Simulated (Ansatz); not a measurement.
Fields on a plane of P (black-P type, space group Cmce)

```xyz
4
Lattice="1.6511 -5.3454 0.0000 1.6511 5.3454 0.0000 0.0000 0.0000 4.4667" Properties=species:S:1:pos:R:3 pbc="T T T"
P      1.6511     1.0592     2.6134
P      1.6511    -1.0592     1.8532
P      1.6511    -4.2862     4.0865
P      1.6511     4.2862     0.3801
```

The slice is a (010) plane (indices of the conventional cell) through the point (0.401, 0.599, 0.585) (fractional), spanned by u = [110] and v = [001] in vectors of this cell: u (3.30 Å) and v (4.47 Å, at 90° to u). It covers one period; positions are fractions (u, v).

Atoms on it: P at (0.00, 0.00); P at (0.50, 0.33).

These are r2SCAN+rVV10 (plane waves to 500 eV, PAW, scalar-relativistic; Ansatz, a first-principles code) values and carry that method's errors. k mesh 10×10×8. Near the nuclei the fields are pseudised (PAW); where an atom keeps semicore shells as valence, they peak there. P was relaxed with its symmetry unable to fall.

```
|xx =##*=:.:=*##= x|
|x.=#%#+-. .-+#%#=.|
|#%%%%#+:   :+#%%%%|
|@@@@%*=.   .=*%@@@|
|@@@%#=:     :=#%@@|
|@@%#=:       :=#%@|
|#*+-.         .-+*|
|-:.    .:::.    .:|
|     .-+***+-.    |
|    :=*%%@%%*=:   |
|   :=#%@@@@@%#=:  |
|  .-*%@@@@@@@%*-. |
|  :+#%%%%%%%%%#+: |
| .-+#%#=:x:=#%#+-.|
|..=*##+ xxx +##*=.|
|:-+#%%=xxxxx=%%#+-|
|-=*%%%*.xxx.*%%%*=|
|+*#%@@%+ x +%@@%#*|
|*#%@@@@%=:=%@@@@%#|
|*#%@@@@%#*#%@@@@%#|
|-=%@@@@%#*#%@@@@%=|
|x +@@@%#*+*#%@@@+ |
|xx.#@@%*=-=*%@@#.x|
|xxx=%%#+-:-+#%%=xx|
```
Scale: ten equal steps from 0.03 (start of ' ') to 0.89 (end of '@'), in the order ' .:-=+*#%@'. Values: electron localisation function (ELF). The map has 18 points along u (one character each, u = 0 at the left) and 24 along v (v = 0 in the bottom row). Points within 0.4 Å of a nucleus are blanked (x), as the pseudised field means little there.

```
|xxxxx015777510xxxx|
|xxxxx036888630xxxx|
|xxxx00578887500xxx|
|xxx0046899986400xx|
|000146899999864100|
|334678999999987643|
|777889999999998877|
|999999999999999999|
|999998887778889999|
|999987654345678999|
|999864200000246899|
|9986400xxxxx004689|
|887510xxxxxxx01578|
|88630xxxxxxxxx0368|
|77520xxxxxxxxx0257|
|76510xxxxxxxxx0156|
|55410xxxxxxxxx0145|
|11100xxxxxxxxx0011|
|000000xxxxxxx00000|
|xxx0000xxxxx0000xx|
|xxxx00000000000xxx|
|xxxxx001101100xxxx|
|xxxxx003454300xxxx|
|xxxxx015666510xxxx|
```
Scale: ten equal steps from 0.00 (start of '0') to 8.25 (end of '9'), in the order '0123456789'. Values: electrostatic potential energy of an electron, from the cell's mean, in eV. The map has 18 points along u (one character each, u = 0 at the left) and 24 along v (v = 0 in the bottom row). Points within 0.9 Å of a nucleus are blanked (x), as the pseudised field means little there. Values under 0 eV are set to 0. The zero, the cell's mean, hangs on the PAW cores.

| Item | Value |
|---|---|
| Density on the P–P line (2.21 Å) at its midpoint | 0.78 e/Å³ |
| ELF at that point | 0.9 |
| ELF maximum in the middle third of the P–P line | 0.89, 1.1 Å from P |
